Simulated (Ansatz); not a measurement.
Tl₂InGaF₆:
Space group Fm-3m (No. 225); a = b = c = 8.8568 Å, α = β = γ = 90.00°

```json
[
 {"atom": "Tl", "site": "8c", "symmetry": "-43m", "x": "0.2500", "y": "0.2500", "z": "0.2500"},
 {"atom": "In", "site": "4a", "symmetry": "m-3m", "x": "0.0000", "y": "0.0000", "z": "0.0000"},
 {"atom": "Ga", "site": "4b", "symmetry": "m-3m", "x": "0.5000", "y": "0.5000", "z": "0.5000"},
 {"atom": "F", "site": "24e", "symmetry": "4m.m", "x": "0.0000", "y": "0.0000", "z": "0.2862"}
]
```
(The calculation used a cell of 10 atoms; values per cell refer to that cell.)

Relaxed with r²SCAN+D4. Independent-particle spectrum: no excitons, no local fields, no scissors shift; 0.1 eV broadening; ε₁ of the summed bands alone.

Task: Tabulate the dielectric function from the program Ansatz at the r²SCAN+D4 level (PAW).

Result: 

```tsv
E (eV)	ε₁ xx	ε₂ xx
0.0	3.79	0.00
0.4	3.80	0.00
0.8	3.86	0.00
1.2	3.97	0.00
1.6	4.16	0.00
2.0	4.53	0.00
2.4	5.81	0.61
2.8	4.30	2.03
3.2	4.42	1.86
3.6	4.44	2.15
4.0	2.98	4.02
4.4	2.15	1.42
4.8	3.25	0.78
5.2	4.88	1.49
5.6	2.70	3.14
6.0	3.65	2.18
6.4	4.36	3.56
6.8	1.57	4.65
7.2	1.78	2.89
7.6	2.21	3.67
8.0	1.31	4.80
8.4	-0.87	3.77
8.8	-0.38	1.62
9.2	0.25	1.82
9.6	0.54	1.43
10.0	0.61	1.02
10.4	0.73	1.68
10.8	0.38	0.91
11.2	0.90	1.13
11.6	0.08	1.42
12.0	0.81	0.71
```

Task: From ε at 2.9 eV (xx: 4.19 + 1.76i), find n, k, the normal reflectivity and the absorption coefficient.

Result: n = 2.09, k = 0.421, R = 14 %, α = 2kE/ħc = 120000 cm⁻¹.

With all bands, ε∞ without local fields is 4.00.

The first step of the workflow began from a Materials Project structure, measured or hypothetical; the Crystallography Open Database copy checked does not list it. Whether it is the stable phase at ambient conditions was not checked. The r²SCAN+D4 relaxation kept the symmetry of its start; its stability against distortions is not shown here. Spin–orbit coupling is left out wherever it is not named.

Potentials: the later of the program's two PAW sets.
